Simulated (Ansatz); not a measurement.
**GdZn (Pm-3m): spiral energies by the generalised Bloch theorem**

```xyz
2
Lattice="3.6180 0.0000 0.0000 0.0000 3.6180 0.0000 0.0000 0.0000 3.6180" Properties=species:S:1:pos:R:3 pbc="T T T"
Gd    0.0000    0.0000    0.0000
Zn    1.8090    1.8090    1.8090
```

Geometry: a structure as deposited in COD; nothing is relaxed.

Settings: LDA, 12×12×12 k mesh, Fermi–Dirac smearing of 0.05 eV. PAW means Ansatz 0.2.0 on its default frozen-core files; LAPW is all-electron LAPW in Ansatz 0.2.0. Site moments are integrated in spheres about the atoms, whose radii differ between the methods. Start moments of the first PAW run (μB): Gd1 7.1.

Flat spirals without spin–orbit coupling: moments start in the xy plane and turn about z by q·R from cell to cell, and their directions inside a cell are free. q runs from Γ to M = (0.500, 0.500, 0.000) in reciprocal cell vectors. Energies count from each method's run at q = 0. Each q is a vector of the k mesh, and the mesh is shifted by q/2 where needed, so that both spin components are sampled on the same points as at q = 0.

Task: Where along the line is the energy lowest?

Result: q = 0 is the lowest point of the line, so the state at q = 0 is stable against these spirals.
```
fraction of Γ–M  |q| (1/Å)  ΔF PAW (meV/cell)  ΔF LAPW (meV/cell)  largest moment, PAW (μB)
          0.000      0.000                0.0                 0.0                      7.07
          0.167      0.205               +3.9                   –                      7.05
          0.333      0.409              +11.0               +10.9                      7.04
          0.500      0.614              +18.1                   –                      7.02
          0.667      0.819              +21.7               +21.5                      7.01
          0.833      1.023              +27.8                   –                      7.00
          1.000      1.228              +33.9                   –                      7.00
```

Task: The line ends at half a reciprocal vector. Fit ΔF(f) = A₁(1 − cos πf) + A₂(1 − cos 2πf) to the PAW points, leaving out f = 0.500. What does it give?

Result: A₁ = +15.6 and A₂ = +0.5 meV/cell, with a worst miss of 2.6 meV. At f = 0.500 the fit gives +16.6 meV against the computed +18.1. In a Heisenberg model A₁ and A₂ sum the couplings to the first and second lattice planes normal to q.

The PAW files were made with PBE; the program remakes their cores once for the run's functional and then keeps them frozen. Without U a semilocal functional puts the f levels too near the Fermi level, which can change moments and the order of magnetic states; site and cell moments are spin moments. Spin–orbit coupling is left out although heavy atoms are present. In at least one run the program's final test of stability wasn't made or came to no verdict. With open f shells a run can end in a state that isn't the lowest. The magnetic state is the one that this cell and start allow. It needn't be the compound's measured order, which may need a larger cell or be absent.
